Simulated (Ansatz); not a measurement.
Ga:
```xyz
2
Lattice="0.0000 2.8892 2.8892 2.8892 0.0000 2.8892 2.8892 2.8892 0.0000" Properties=species:S:1:pos:R:3 pbc="T T T"
Ga     0.0000     0.0000     0.0000
Ga     1.4446     1.4446     1.4446
```

Relaxed with r²SCAN. Special points in fractions of this cell's reciprocal vectors: Γ (0.000, 0.000, 0.000); X (0.500, 0.000, 0.500); U (0.625, 0.250, 0.625); K (0.375, 0.375, 0.750); L (0.500, 0.500, 0.500); W (0.500, 0.250, 0.750).

**Question.** List the band energies nearest the Fermi level at these points for r²SCAN with spin–orbit coupling in the plane-wave PAW code Ansatz.

**Answer.** In eV from the Fermi level; about four levels below and three above (degenerate sets whole), none deeper than 8.9 eV; points with the same levels are listed once.

```csv
k,below,above
Γ,–,2.81 2.81 3.05 3.05 3.05 3.05
X,-0.62 -0.62 -0.62 -0.62,3.14 3.14 3.14 3.14
U,-2.11 -2.11 -0.11 -0.11,3.61 3.61 6.72 6.72
L,-7.63 -7.63 -4.95 -4.95,1.26 1.26 1.41 1.41
W,-1.66 -1.66 -1.60 -1.60,7.07 7.07 7.09 7.09
```

Space group Fd-3m (diamond). The start of the workflow was typed in or built on a structure type; neither database checked (COD, Materials Project) lists it. It is not the phase usual at ambient conditions (space group No. 64). Symmetry was held in the r²SCAN relaxation. At this level the phase is mechanically unstable. The volume moved by -21 % from the start of the relaxation.

Potentials: the earlier of the program's two PAW sets.
